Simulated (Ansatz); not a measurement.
## NaCl: computed property card

NaCl:
```
CELL_PARAMETERS angstrom
      6.68595     0.00000     0.00000
     -3.34297     5.79020     0.00000
      0.00000     0.00000     7.01605
ATOMIC_POSITIONS crystal
  Na 0.00000 0.66677 0.50000
  Na 0.66677 0.00000 0.50000
  Na 0.33323 0.33323 0.50000
  Na 0.00000 0.33343 0.00000
  Na 0.33343 0.00000 0.00000
  Na 0.66657 0.66657 0.00000
  Cl 0.66667 0.33333 0.25003
  Cl 0.66667 0.33333 0.74997
  Cl 0.33333 0.66667 0.25003
  Cl 0.33333 0.66667 0.74997
  Cl 0.00000 0.00000 0.75006
  Cl 0.00000 0.00000 0.24994
```

Space group P6_3/mmc (No. 194), NiAs type; conventional cell a = b = 3.860 Å, c = 7.016 Å, α = β = 90.00°, γ = 120.00°.

Method: DFT-r²SCAN in the program Ansatz with PAW potentials. Geometry: relaxed at this level of theory. Other levels are named where they apply.

### Cell and energy

```json
{
 "volume_per_atom": "22.63 Å³",
 "density": "2.14 g/cm³",
 "Formation energy from the elements (no fitted shifts)": "-1.98 eV/atom"
}
```

### Electronic structure

```json
{
  "band_gap": "5.24 eV (direct)",
  "valence_band_maximum": "at Γ",
  "conduction_band_minimum": "at Γ",
  "electron_effective_mass": "0.41 mₑ (isotropic)",
  "HSE06 gap on the r²SCAN cell": "5.86 eV"
}
```

### Mechanics

```json
{
 "Bulk modulus (Birch–Murnaghan fit)": "25.8 GPa",
 "Pressure derivative B′": "4.6",
 "mechanical_stability": "stable (all eigenvalues of C positive)",
 "hill_bulk_and_shear_moduli": "26.1 and 14.0 GPa",
 "Young's modulus": "35.6 GPa",
 "Poisson's ratio": "0.27",
 "debye_temperature_from_the_elastic_constants": "299 K"
}
```

### Charges

```json
{
 "bader_charges": "Na +0.89, Cl -0.89 e"
}
```

The first step of the workflow began from a Materials Project structure, measured or hypothetical; the Crystallography Open Database copy checked does not list it. It is not the phase usual at ambient conditions (space group No. 225). Symmetry was held in the r²SCAN relaxation; whether a distortion lowers the energy is not shown. Point labels and valley counts follow the cell and symmetry of the run, lower than the named group. The references are the lowest solids computed at this level, not always the standard phases (solids in place of the gases).

Potentials: the earlier of the program's two PAW sets. The files were generated under PBE; for other functionals the program regenerates the frozen cores, and for LDA and PBEsol the local potential too.
